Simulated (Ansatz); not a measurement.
Re:
```
Re
1.0
    2.76091     0.00000     0.00000
   -1.38045     2.39102     0.00000
    0.00000     0.00000    13.35624
Re
6
Direct
  0.00000   0.00000   0.66668
  0.33333   0.66667   0.83308
  0.00000   0.00000   0.00000
  0.33333   0.66667   0.16692
  0.00000   0.00000   0.33332
  0.66667   0.33333   0.50000
```

Relaxed with r²SCAN. Special points in fractions of this cell's reciprocal vectors: Γ (0.000, 0.000, 0.000); M (0.500, 0.000, 0.000); K (0.333, 0.333, 0.000); A (0.000, 0.000, 0.500); L (0.500, 0.000, 0.500); H (0.333, 0.333, 0.500).

**Question.** List the band energies nearest the Fermi level at these points for the program Ansatz at the r²SCAN with spin–orbit coupling level (PAW).

**Answer.** In eV from the Fermi level; about four levels below and three above (degenerate sets whole), none deeper than 8.9 eV; points with the same levels are listed once.

```tsv
k	below	above
Γ	-1.00 -1.00 -0.64 -0.64	0.31 0.31 0.49 0.49
M	-0.81 -0.81 -0.25 -0.25	0.22 0.22 0.89 0.89
K	-0.20 -0.19 -0.17 -0.14	0.06 0.18 0.58
A	-0.57 -0.57 -0.48 -0.48	0.71 0.71 0.95 0.95
L	-0.62 -0.62 -0.33 -0.33	0.30 0.30 0.37 0.37
H	-0.21 -0.19 -0.16 -0.14	0.09 0.09 0.94
```

Space group P-6m2. The start of the workflow was typed in or built on a structure type; neither database checked (COD, Materials Project) lists it. It is not the phase usual at ambient conditions (space group No. 194). Symmetry was held in the r²SCAN relaxation; its stability against distortions is not shown here. No spin polarisation was allowed.

Potentials: the later of the program's two PAW sets.
